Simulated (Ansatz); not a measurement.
Two inputs for K₃NaTi₂Si₃O₁₂

Cell: a Materials Project structure (computed, not necessarily an observed phase), taken as it stands.

Space group R-3c:H (No. 167); a = 9.2481, c = 21.9031 Å, γ = 120.00°.

```csv
site,Wyckoff,site symmetry,x,y,z
K,18e,.2,0.3171,0.3333,0.5833
Na,6b,-3.,0.0000,0.0000,0.5000
Ti,12c,3.,0.0000,0.0000,0.3513
Si,18e,.2,0.9616,0.3333,0.5833
O19,36f,1,0.1905,0.0203,0.3083
O31,36f,1,0.0171,0.8322,0.4116
```

One atom of each set is listed; the run and its k-mesh use a cell of 42 atoms with edges of 9.05, 9.05, 9.05 Å.

Reference run. Method: Kohn–Sham DFT in Ansatz, PBE, plane waves and PAW, scalar-relativistic, 420 eV cutoff, Γ-centred 3×3×3 k-points, Fermi–Dirac smearing 0.02 eV.

Q: The input is changed as follows: `hamiltonian.xc`: pbe → pbesol; `scf.occupations.width`: 0.02 → not typed; `scf.occupations.method`: fermi_dirac → tetrahedron_uncorrected; `kpoints.mp_grid.grid`: [3, 3, 3] → [2, 2, 2]. What happens to V_zz (10²¹ V/m²) and η?

A: 

```csv
site,V_zz reference,η reference,V_zz changed,η changed
K,-3.96,0.47,-3.81,0.44
Na,-1.27,0.00,-1.18,0.00
Ti,2.05,0.00,2.01,0.00
Si,2.31,0.09,2.30,0.10
O19,6.54,0.13,6.31,0.13
O31,6.92,0.47,6.74,0.46
```

The largest change of V_zz is on O19, from 6.54 to 6.31. In per cent, |V_zz| changes by -4 on K, -7 on Na, -2 on Ti, 0 on Si, -3 on O (all sites that start above 0.5). Its pressure is -4 GPa, against 0 GPa in the reference run. SCF iterations: 9 and 9. New warnings: band table not solved further. In the changed run the k-mesh is coarser than the standard one, so its values aren't converged ones.
